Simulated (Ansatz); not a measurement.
# Rocksalt alloy of MgO and ZnO (26 of 32 Mg sites exchanged), 64 atoms

Ansatz, PAW, plane waves. PBEsol relaxation of volume and atoms (shape held) at the single k point (¼, ¼, ¼) without its symmetry partners; single points on the relaxed atoms at the Γ point alone, onto which points of the small cell's zone fold. Arrangement: random. No spin–orbit coupling unless named.

Relaxed structure:

```xyz
64
Lattice="8.5121 0.0000 0.0000 0.0000 8.5121 0.0000 0.0000 0.0000 8.5121" Properties=species:S:1:pos:R:3 pbc="T T T"
O     2.1155    8.5042    8.5116
O     2.1262    8.4892    4.2535
O     2.1405    4.2536    0.0019
O     2.1330    4.2663    4.2579
O     6.3942    8.5047    0.0006
O     6.3863    8.5046    4.2536
O     6.3688    4.2529    8.5121
O     6.3808    4.2513    4.2546
O     8.5087    2.1045    8.4889
O     0.0032    2.1238    4.2675
O     0.0003    6.3969    0.0176
O     0.0193    6.3774    4.2390
O     4.2561    2.1410    8.4916
O     4.2549    2.1217    4.2685
O     4.2540    6.3641    8.5111
O     4.2412    6.3782    4.2572
O     8.5071    8.4886    2.1062
O     8.5109    0.0146    6.4011
O     0.0002    4.2609    2.1250
O     8.5104    4.2368    6.3847
O     4.2569    8.5081    2.1242
O     4.2582    0.0096    6.3848
O     4.2536    4.2470    2.1108
O     4.2573    4.2326    6.4044
O     2.1245    2.1188    2.1262
O     2.1280    2.1224    6.3804
O     2.1103    6.3778    2.1496
O     2.1257    6.3793    6.3676
O     6.3855    2.1241    2.1287
O     6.3837    2.1234    6.3775
O     6.3958    6.3754    2.1337
O     6.3867    6.3790    6.3797
Mg    8.5112    8.5077    8.5093
Mg    4.2551    4.2540    0.0029
Mg    2.1320    6.3782    4.2605
Mg    8.5113    2.1276    6.3760
Mg    8.5070    6.3729    2.1278
Mg    4.2567    2.1196    6.3785
Zn    0.0005    8.5050    4.2532
Zn    8.5102    4.2504    8.5102
Zn    0.0001    4.2522    4.2544
Zn    4.2543    8.5085    8.5103
Zn    4.2565    8.5065    4.2530
Zn    4.2568    4.2504    4.2556
Zn    2.1265    2.1230    8.5087
Zn    2.1285    2.1227    4.2525
Zn    2.1257    6.3791    0.0020
Zn    6.3830    2.1231    8.5093
Zn    6.3840    2.1219    4.2522
Zn    6.3827    6.3801    8.5116
Zn    6.3835    6.3780    4.2564
Zn    2.1256    8.5036    2.1269
Zn    2.1270    8.5073    6.3826
Zn    2.1262    4.2495    2.1295
Zn    2.1297    4.2515    6.3847
Zn    6.3829    8.5056    2.1269
Zn    6.3850    8.5072    6.3826
Zn    6.3822    4.2496    2.1281
Zn    6.3818    4.2514    6.3826
Zn    8.5109    2.1201    2.1245
Zn    8.5113    6.3789    6.3835
Zn    4.2545    2.1218    2.1241
Zn    4.2538    6.3786    2.1279
Zn    4.2565    6.3787    6.3851
```

Problem. What are the mean bond lengths by pair (pairs within 1.2 times the sum of covalent radii, less contacts 15 % beyond the pair's median; cation–cation pairs of compounds aside; long ionic contacts are cut short by that bound)?

Solution. Mg–O 2.113 ± 0.006 Å (standard deviation, 36 bonds); O–Zn 2.131 ± 0.007 Å (standard deviation, 156 bonds).

Problem. What gap lies between the top filled and the lowest empty level in the single points?

Solution. HSE06 3.13 eV (3.5 min on 7 threads of Neoverse-V2); r²SCAN 1.94 eV (20 s on 7 threads of Neoverse-V2).
